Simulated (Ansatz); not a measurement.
Nb₃Ga₂ in space group P4/mbm (No. 127; Nb on 2a, Nb on 4h, Ga on 4g), r²SCAN (plane waves, PAW; program Ansatz), all energies at zero smearing, with the estimated change up to a 700 eV cutoff added, with one set of potentials and settings (totals compare only within such a set). Cell of 10 atoms (6 Nb, 4 Ga): -42547.369 eV.

| element | reference phase | E (eV/atom) |
|---|---|---|
| Nb | Im-3m, 1 atoms in the cell | -4563.6321 |
| Ga | Cmce, 4 atoms in the cell | -3790.2689 |

Formation energy per atom, worked out: (-42547.369 − 6×(-4563.6321) − 4×(-3790.2689))/10 = -0.450 eV/atom (-43 kJ per mol of atoms), at 0 K, without zero-point energy or fitted corrections.

The first step of the workflow began from a Materials Project structure, measured or hypothetical; the Crystallography Open Database files this formula in space group No. 127, but the cells were not matched. Whether it is the stable phase at ambient conditions was not checked. The r²SCAN relaxation kept the symmetry of its start; its stability against distortions is not shown here. The run is not spin-polarised. The references are the lowest solids computed at this level, not always the standard phases.

Potentials: the later of the program's two PAW sets.
